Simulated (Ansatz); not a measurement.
Input file for Ansatz (an electronic-structure program):

Ansatz 0.2 input:
```yaml
crystal:
  lattice:
    - [4.7322607579, 0.0, 0.0]
    - [-2.3661303789, 4.0982580337, 0.0]
    - [0.0, 0.0, 7.6037598972]
  atoms:
    - { symbol: Li, position: [0.6666666667, 0.3333333333, 0.3583499755] }
    - { symbol: Li, position: [0.3333333333, 0.6666666667, 0.6416500245] }
    - { symbol: Li, position: [0.0, 0.0, 0.5] }
    - { symbol: La, position: [0.0, 0.0, 0.0] }
    - { symbol: Bi, position: [0.6666666667, 0.3333333333, 0.7435519641] }
    - { symbol: Bi, position: [0.3333333333, 0.6666666667, 0.2564480359] }
kpoints:
  mp_grid: { grid: [6, 6, 3] }
  band_path:
    path:
      - [[0.0, 0.0, 0.0], [0.5, 0.0, 0.0], [0.3333333333, 0.3333333333, 0.0], [0.0, 0.0, 0.0], [0.0, 0.0, 0.5], [0.5, 0.0, 0.5], [0.3333333333, 0.3333333333, 0.5], [0.0, 0.0, 0.5]]  # Γ-M-K-Γ-A-L-H-A
      - [[0.5, 0.0, 0.5], [0.5, 0.0, 0.0]]  # L-M
      - [[0.3333333333, 0.3333333333, 0.5], [0.3333333333, 0.3333333333, 0.0]]  # H-K
    npoints: 8
hamiltonian:
  xc: r2scan
  pseudopotentials: { kind: paw }
magnetization: { noncollinear: true, spin_orbit: true }
scf:
  n_extra_bands: 12
  convergence: { dr2_threshold: 0.0000000001 }
  occupations: { method: gaussian, width: 0.05 }
output: { eigenvalues: true }
```

Output (shortened):

```
Pseudopotential: Li, paw_fr, valence charge 3
Pseudopotential: La, paw_fr, valence charge 11
Pseudopotential: Bi, paw_fr, valence charge 15
Functional definition: r2SCAN
non-collinear run that drives no moment, with spin-orbit …
Crystal: 6 atoms, lattice volume = 147.468 Å³
Basis set: ecut = 500 eV, 3729 PW (Γ), exchange–correlation on 144×144×240 points (64 copies of the dense FFT grid, shifted against one another)
Bands: 62, of which v1, the nominal top of the filled ones, is band 50 counted from 1 (49 counted from 0)
Symmetry: 12 space group operations + 12 with time reversal
k-points: 17 of 108
Projection manifold: j_resolved (fully-relativistic pseudo-atomic orbitals)
iter 1 solved again at ethr=2.28e-3 eV; its pass at ethr=3.10e-3 eV (dr2=1.14e0 eV) is discarded
SCF iter   1: F=—  HF=-31625.919197 eV  |F-HF|=—  |Δ(HF+E_count)|=         —  Δρ=2.43e-2  dr2=1.14e0  dr2_τ=2.06e-3  dr2_m=0.00e0 (ungated)  ethr=2.28e-3  |M|=0.00e0 ∫|m|=0.00e0 μB  |m|>n=0.0e0 m-floor=0.0e0 τ_xc=0.0e0  β_m=0.30  ⟨swp⟩=1.0  Hψ=3364  notcnv=0
preconditioner: auto → Resta (q_TF=auto, 2.278 Å⁻¹)
spin=Noncollinear: Resta preconditioning applied to the charge; magnetization (m_x, m_y, m_z) channels mix plain (no charge-response kernel on spin).
SCF iter   2: F=—  HF=-31625.968604 eV  |F-HF|=—  |Δ(HF+E_count)|=   4.94e-2  Δρ=1.71e-2  dr2=4.92e-1  dr2_τ=1.82e-3  dr2_m=0.00e0 (ungated)  ethr=2.28e-3  |M|=0.00e0 ∫|m|=0.00e0 μB  |m|>n=0.0e0 m-floor=0.0e0 τ_xc=0.0e0  β_m=0.57  ⟨swp⟩=2.1  Hψ=757  notcnv=0
SCF iter   3: F=—  HF=-31626.003078 eV  |F-HF|=—  |Δ(HF+E_count)|=   3.45e-2  Δρ=5.24e-3  dr2=3.89e-2  dr2_τ=5.46e-4  dr2_m=0.00e0 (ungated)  ethr=9.84e-4  |M|=0.00e0 ∫|m|=0.00e0 μB  |m|>n=0.0e0 m-floor=0.0e0 τ_xc=0.0e0  β_m=0.70  ⟨swp⟩=3.3  Hψ=1072  notcnv=0
SCF iter   4: F=—  HF=-31626.034512 eV  |F-HF|=—  |Δ(HF+E_count)|=   3.14e-2  Δρ=1.89e-3  dr2=8.99e-3  dr2_τ=5.01e-5  dr2_m=0.00e0 (ungated)  ethr=7.79e-5  |M|=0.00e0 ∫|m|=0.00e0 μB  |m|>n=0.0e0 m-floor=0.0e0 τ_xc=0.0e0  β_m=0.83  ⟨swp⟩=4.1  Hψ=1113  notcnv=0  defer=4
SCF iter   5: F=—  HF=-31626.040169 eV  |F-HF|=—  |Δ(HF+E_count)|=   5.66e-3  Δρ=5.46e-4  dr2=1.03e-3  dr2_τ=1.74e-6  dr2_m=0.00e0 (ungated)  ethr=1.80e-5  |M|=0.00e0 ∫|m|=0.00e0 μB  |m|>n=0.0e0 m-floor=0.0e0 τ_xc=0.0e0  β_m=0.91  ⟨swp⟩=2.0  Hψ=826  notcnv=0  defer=4
SCF iter   6: F=—  HF=-31626.040517 eV  |F-HF|=—  |Δ(HF+E_count)|=   3.48e-4  Δρ=9.72e-5  dr2=2.13e-5  dr2_τ=5.59e-8  dr2_m=0.00e0 (ungated)  ethr=2.06e-6  |M|=0.00e0 ∫|m|=0.00e0 μB  |m|>n=0.0e0 m-floor=0.0e0 τ_xc=0.0e0  β_m=0.96  ⟨swp⟩=2.7  Hψ=985  notcnv=0  defer=4
SCF iter   7: F=—  HF=-31626.040503 eV  |F-HF|=—  |Δ(HF+E_count)|=   1.41e-5  Δρ=3.14e-5  dr2=2.29e-6  dr2_τ=9.22e-9  dr2_m=0.00e0 (ungated)  ethr=4.26e-8  |M|=0.00e0 ∫|m|=0.00e0 μB  |m|>n=0.0e0 m-floor=0.0e0 τ_xc=0.0e0  β_m=0.98  ⟨swp⟩=2.1  Hψ=951  notcnv=0  defer=4
SCF iter   8: F=—  HF=-31626.040461 eV  |F-HF|=—  |Δ(HF+E_count)|=   4.23e-5  Δρ=8.68e-6  dr2=2.12e-7  dr2_τ=9.09e-10  dr2_m=0.00e0 (ungated)  ethr=4.58e-9  |M|=0.00e0 ∫|m|=0.00e0 μB  |m|>n=0.0e0 m-floor=0.0e0 τ_xc=0.0e0  β_m=0.99  ⟨swp⟩=2.0  Hψ=953  notcnv=0  defer=4
SCF iter  11: F=-31626.040461 eV  HF=-31626.040461 eV  |F-HF|=4.00e-11  |Δ(HF+E_count)|=   1.20e-9  Δρ=1.85e-7  dr2=9.92e-11  dr2_τ=7.74e-13  dr2_m=0.00e0 (ungated)  ethr=1.00e-12  |M|=0.00e0 ∫|m|=0.00e0 μB  |m|>n=0.0e0 m-floor=0.0e0 τ_xc=0.0e0  ⟨swp⟩=6.2  Hψ=2441  notcnv=0
SCF 1 converged in 11 iterations: F = -31626.040461 eV  dr2 = 9.92e-11
NSCF: frozen V_eff on 75 k-points
SCF converged after 11 iterations
Magnetization: |M| = 0.0000 μB,  M = (+0.0000, +0.0000, +0.0000) μB
Absolute magnetization: 0.0000 μB (∫|m|)
  site 0: m = (+0.0000, +0.0000, +0.0000) μB, |m| = 0.0000 μB  (R = 1.17 Å)
  site 1: m = (+0.0000, +0.0000, +0.0000) μB, |m| = 0.0000 μB  (R = 1.17 Å)
  site 2: m = (+0.0000, +0.0000, +0.0000) μB, |m| = 0.0000 μB  (R = 1.21 Å)
  site 3: m = (+0.0000, +0.0000, +0.0000) μB, |m| = 0.0000 μB  (R = 1.38 Å)
  site 4: m = (+0.0000, +0.0000, +0.0000) μB, |m| = 0.0000 μB  (R = 1.17 Å)
  site 5: m = (+0.0000, +0.0000, +0.0000) μB, |m| = 0.0000 μB  (R = 1.17 Å)
Free energy (F): -31626.040461 eV
Harris-Foulkes:  -31626.040461 eV  (|F-HF|=4.00e-11)
Internal energy: -31626.040218 eV  (E = F + TS)
E sigma→0 (E₀):  -31626.040340 eV
Entropy (-TS):   -0.000243 eV (-0.040 meV/atom)
Fermi energy:    8.565312 eV
--- Per-component energies (eV) ---
  E_band       = -571.758688
  E_kinetic    = 865.695638
  E_local      = -4034.992594  (includes V_loc(G=0)·N_el)
  E_nonlocal   = 1113.132688
  E_hartree    = 1338.228824
  E_xc         = -444.301989
  E_vxc        = -516.526465  (∫ρ·V_xc dr)
  E_paw        = -26803.433652  (= ΣΔE_a)
  E_vpaw       = -708.001300  (= ΣTr[D̂ρ^β])
  E_aug_tail   = -0.000759  (compensation charges beyond the density's cutoff)
  E_vtau       = 32.476228  (kinetic-family band-sum trace: ∫τ·v_τ [+ j·A + Jᵃ·Aᵃ] dr)
  E_ewald      = -3662.135488
  E_core_change = 1.767114  (= ΣΔE_core)
  E_smearing   = -0.000243  (= −TS)
  E_closure    = 0.000000  (closes the sum)
  Σ components = -31626.040461   (vs F -31626.040461, Δ=0.00e0)
  [band-id]    e_kinetic+e_local+e_nonlocal+2·e_hartree+e_vxc+e_vpaw+e_augmentation_tail+e_vtau = -571.758916   (vs E_band -571.758688, Δ=-2.28e-4)
--- Band table (eV; the first three rows and the last of 17) ---
  k-point 0: bands = ["-40.5381", "-40.5381", "-39.7841", "-39.7841", "-39.7820", "-39.7820", "-26.1861", "-26.1861", "-15.9937", "-15.9937", "-15.9926", "-15.9926", "-15.9901", "-15.9901", "-15.9874", "-15.9874", "-13.0283", "-13.0283", "-13.0111", …
  k-point 1: bands = ["-40.5381", "-40.5381", "-39.7841", "-39.7841", "-39.7820", "-39.7820", "-26.1861", "-26.1861", "-15.9942", "-15.9942", "-15.9921", "-15.9921", "-15.9902", "-15.9902", "-15.9873", "-15.9873", "-13.0309", "-13.0309", "-13.0085", …
  k-point 2: bands = ["-40.5380", "-40.5380", "-39.7840", "-39.7840", "-39.7821", "-39.7821", "-26.1842", "-26.1842", "-15.9928", "-15.9928", "-15.9922", "-15.9922", "-15.9900", "-15.9900", "-15.9867", "-15.9867", "-13.0262", "-13.0262", "-13.0112", …
  k-point 16: bands = ["-40.5379", "-40.5379", "-39.7830", "-39.7830", "-39.7830", "-39.7830", "-26.1776", "-26.1776", "-15.9916", "-15.9916", "-15.9889", "-15.9889", "-15.9886", "-15.9886", "-15.9848", "-15.9848", "-13.0228", "-13.0228", "-13.0057", …
```

Cost: very roughly 4 core-minutes on shared cores.

Space group P-3m1. The workflow started from a Materials Project entry (that database holds measured and hypothetical structures alike); the Crystallography Open Database files this formula in space group No. 164, but the cells were not matched. Whether it is the stable phase at ambient conditions was not checked. Symmetry was held in the r²SCAN relaxation; its stability against distortions is not shown here.

Potentials: the later of the program's two PAW sets.

Ansatz is a plane-wave DFT program.
